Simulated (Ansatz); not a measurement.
Sr2Ni, a known structure type with other elements, at an estimated volume

```yaml
crystal:
  lattice:
    - [1.90160, 3.29367, 0.00000]
    - [-1.90160, 3.29367, 0.00000]
    - [-1.90160, 1.09789, 7.01372]
  atoms:
    - { symbol: Sr, position: [0.26690, 0.46620, 0.80070] }
    - { symbol: Sr, position: [0.73310, 0.53380, 0.19930] }
    - { symbol: Ni, position: [0.00000, 0.00000, 0.00000] }
```

Method: PBE, no spin polarisation; PAW, plane waves to 420 eV, 11×11×11 Γ-centred mesh, fermi-dirac occupations (width 0.1 eV) (Ansatz 0.2.0), atoms fixed.

(1) What does the stress say?

(2) What do density and ELF say about some of the short contacts?

(3) What is the formation energy?

(4) Is there a gap?

Origin: a known structure type with other elements, at an estimated volume, so it need not be a known compound. Caveats: no spin polarisation, so a magnetic state may lie lower; atoms or cell far from equilibrium.

Results:

(1) The pressure is 14.7 GPa (compression positive), so with the atoms held at these fractions the cell would first expand; the forces are large, so a full relaxation may end otherwise. The principal stresses 12.7, 15.7, 15.7 GPa differ, so its shape would change too.

(2) Sr–Ni at 2.60 Å: least valence density 0.29 e/Å³ and ELF 0.17 there. Both are smooth PAW fields, read partly inside the augmentation spheres.

(3) 0.54 eV an atom against the elements' usual phases (free molecules for gases, crystals otherwise, with no correction for O₂ or N₂), so at this geometry it isn't bound against them. Relaxing would lower it.

(4) It is a metal, with about 1.3 states/eV a cell as the mean within 0.25 eV of the Fermi level.
